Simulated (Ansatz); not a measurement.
A surface is cut from this relaxed crystal of Bi:

```cif
data_structure
_symmetry_space_group_name_H-M 'R-3m:H'
_symmetry_Int_Tables_number 166
_cell_length_a 4.4940
_cell_length_b 4.4940
_cell_length_c 11.4945
_cell_angle_alpha 90.000
_cell_angle_beta 90.000
_cell_angle_gamma 120.000
_cell_volume 201.04
loop_
_atom_site_label
_atom_site_type_symbol
_atom_site_symmetry_multiplicity
_atom_site_Wyckoff_symbol
_atom_site_fract_x
_atom_site_fract_y
_atom_site_fract_z
_atom_site_occupancy
Bi1 Bi 6 c 0.33333 0.66667 0.90381 1
```

Miller indices refer to the conventional cell of R-3m (No. 166), a = 4.494 Å, b = 4.494 Å, c = 11.494 Å, α = 90.00°, β = 90.00°, γ = 120.00°.

The (110) slab of 5 planes, 9.0 Å thick with 15 Å of vacuum as cut; outer planes Bi (top) and Bi (bottom).

Level of theory: DFT LDA, scalar-relativistic, plane waves, PAW in Ansatz 0.2.0. Settings: cutoff 420 eV, Γ-centred mesh 8×6×1 on the computed 10-atom cell, Gaussian smearing of 0.10 eV; no spin polarisation. A dipole correction removes the field between periodic images along c.

The work function read from the bulk's Fermi level differs by 0.25 eV, so the slab's middle doesn't match the bulk reference (too thin, or relaxed to another structure or magnetic state).

Results for the relaxed slab:

| Property | Result |
| --- | --- |
| Surface energy (mean of both faces) | 0.48 J/m² |
| Work function | 4.47 eV |

Relaxation lowers the energy by 0.167 J/m² a face; the largest move is 0.185 Å.

| plane (bottom to top) | atoms | spacing to next, bulk (Å) | relaxed (Å) | change (%) |
| --- | --- | --- | --- | --- |
| 1 | Bi2 | 2.247 | 2.042 | -9.1 |
| 2 | Bi2 | 2.247 | 2.300 | +2.4 |
| 3 | Bi2 | 2.247 | 2.300 | +2.4 |
| 4 | Bi2 | 2.247 | 2.042 | -9.1 |
| 5 | Bi2 |  |  |  |

Spin-orbit coupling is left out, which matters for the bands of heavy elements.